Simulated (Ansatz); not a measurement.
Molecular dynamics on a 1×1×1 supercell (7 atoms) of K2PtH4 (I4/mmm), relaxed with r2SCAN. Forces come from r2SCAN in Ansatz 0.2.0: constant energy and volume (NVE), velocities drawn at 600 K, steps of 1 fs. Spin polarisation is off, nuclei are classical, and the run is far too short for thermal averages.

```yaml
crystal:
  lattice:
    - [-2.8731042094, 2.8731042094, 3.8518566442]
    - [2.8731042094, -2.8731042094, 3.8518566442]
    - [2.8731042094, 2.8731042094, -3.8518566442]
  atoms:
    - { symbol: K, position: [0.25, 0.75, 0.5] }
    - { symbol: K, position: [0.75, 0.25, 0.5] }
    - { symbol: H, position: [0.2028511319, 0.7971488681, 0.0] }
    - { symbol: H, position: [0.2028511319, 0.2028511319, 0.4057022639] }
    - { symbol: H, position: [0.7971488681, 0.2028511319, 0.0] }
    - { symbol: H, position: [0.7971488681, 0.7971488681, 0.5942977361] }
    - { symbol: Pt, position: [0.0, 0.0, 0.0] }
kpoints:
  mp_grid: { grid: [4, 4, 4] }
hamiltonian:
  xc: r2scan
scf:
  occupations: { method: fermi_dirac, width: 0.052 }
md:
  ensemble: nve
  temperature: 600
  timestep: 1.0
  n_steps: 30
  initial_velocities: maxwell_boltzmann
  seed: 7909
```

Command: `ansatz run input.yaml --threads 4 --pin off --max-ram 4608MiB --backend cpu --events-out ev --progress --plain --runs-dir out`.

Question: What wall time did it need on 4 threads of Arm Neoverse N1 (shared host), load about 0.7 per core, and what peak of host memory did it reach?

Answer: About 3.8 min, with a peak of 0.91 GiB.

| step | t (fs) | T (K) | free energy F from step 0 (meV/atom) | kinetic energy (meV/atom) | largest force (eV/Å) |
| --- | --- | --- | --- | --- | --- |
| 0 | 0 | 600 | 0.0 | 66.5 | 0.01 |
| 1 | 1 | 565 | 4.1 | 62.5 | 0.66 |
| 2 | 2 | 478 | 14.0 | 53.0 | 1.12 |
| 3 | 3 | 381 | 25.1 | 42.2 | 1.41 |
| 4 | 4 | 309 | 33.1 | 34.3 | 1.56 |
| 5 | 5 | 284 | 35.9 | 31.5 | 1.61 |
| 6 | 6 | 305 | 33.4 | 33.8 | 1.57 |
| 7 | 7 | 354 | 27.9 | 39.2 | 1.41 |
| 8 | 8 | 402 | 22.3 | 44.6 | 1.14 |
| 9 | 9 | 424 | 19.7 | 47.0 | 0.74 |
| 10 | 10 | 403 | 22.1 | 44.6 | 1.02 |
| 11 | 11 | 343 | 28.9 | 38.0 | 1.45 |
| 12 | 12 | 274 | 36.9 | 30.4 | 1.61 |
| 13 | 13 | 237 | 41.1 | 26.3 | 2.04 |
| 14 | 14 | 258 | 38.7 | 28.6 | 2.14 |
| 15 | 15 | 319 | 31.6 | 35.4 | 1.93 |
| 16 | 16 | 375 | 25.2 | 41.5 | 1.81 |
| 17 | 17 | 388 | 23.7 | 42.9 | 1.50 |
| 18 | 18 | 355 | 27.6 | 39.3 | 1.14 |
| 19 | 19 | 299 | 33.9 | 33.2 | 1.37 |
| 20 | 20 | 252 | 39.4 | 27.9 | 1.47 |
| 21 | 21 | 234 | 41.4 | 25.9 | 1.47 |
| 22 | 22 | 252 | 39.3 | 27.9 | 1.33 |
| 23 | 23 | 299 | 34.0 | 33.1 | 1.19 |
| 24 | 24 | 350 | 28.0 | 38.8 | 1.18 |
| 25 | 25 | 375 | 25.1 | 41.5 | 1.42 |
| 26 | 26 | 347 | 28.2 | 38.5 | 1.71 |
| 27 | 27 | 277 | 36.3 | 30.7 | 1.95 |
| 28 | 28 | 213 | 43.9 | 23.6 | 2.33 |
| 29 | 29 | 213 | 44.0 | 23.6 | 2.32 |
| 30 | 30 | 286 | 35.5 | 31.6 | 1.79 |

The temperature starts at 600 K, is lowest at step 29 (213 K, 29 fs) and ends at 286 K. The atoms start on their lattice sites with kinetic energy alone, so much of it first passes into potential energy. The conserved energy stays within 1.06 meV an atom. By the last step the atoms have moved 0.15 Å in the root mean square, the drift of the whole cell taken out, 0.26 Å at most.

Positions (Å) and forces (eV/Å) at step 30:
```
K    2.902   0.059   1.824     0.020  -0.044   0.315
K    0.112   2.833   1.870    -0.166   0.092   0.038
H    1.597  -1.765   3.875     0.273  -0.225  -0.149
H    1.020   1.180  -0.072     0.807   0.941   0.126
H   -1.555   1.904   3.982    -0.455  -0.217  -0.239
H    1.828   1.697   3.779    -1.151  -1.357   0.170
Pt  -0.028  -0.004   0.032     0.673   0.810  -0.262
```
